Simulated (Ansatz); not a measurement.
## Cs (Fm-3m), two-dimensional strain map

These are results of DFT PBEsol, scalar-relativistic, plane waves, PAW (Ansatz 0.2.0), not measurements. Cutoff 420 eV, Γ-centred 10×10×10 k-points, Gaussian smearing of 0.15 eV. No spin polarisation. Energies are free energies at this smearing, counted from the undisturbed cell; pressure is positive in compression.

The undisturbed cell (as given, not relaxed at this level; it stands at -0.2 GPa; this fcc form isn't the usual structure):

```
CELL_PARAMETERS angstrom
0.00000 3.94834 3.94834
3.94834 0.00000 3.94834
3.94834 3.94834 0.00000
ATOMIC_POSITIONS crystal
Cs 0.00000 0.00000 0.00000
```

The cell is strained by p along both x and y and by q along z, fractional coordinates fixed. Points are written (p, q).

Energy above the undisturbed cell in meV/atom (a dash: not computed):

```csv
p \ q,-0.080,-0.040,0.000,0.040,0.080
-0.080,3.5,-3.4,-6.8,-7.0,-4.1
-0.040,-7.7,–,-8.3,–,1.6
0.000,-8.1,-5.1,0.0,7.1,16.1
0.040,0.1,–,15.7,–,37.2
0.080,15.1,25.5,37.1,49.7,63.2
```

Pressure in GPa:

```csv
p \ q,-0.080,-0.040,0.000,0.040,0.080
-0.080,0.3,0.2,0.1,0.0,-0.1
-0.040,0.1,–,-0.1,–,-0.2
0.000,-0.1,-0.1,-0.2,-0.2,-0.3
0.040,-0.2,–,-0.3,–,-0.4
0.080,-0.3,-0.3,-0.4,-0.4,-0.4
```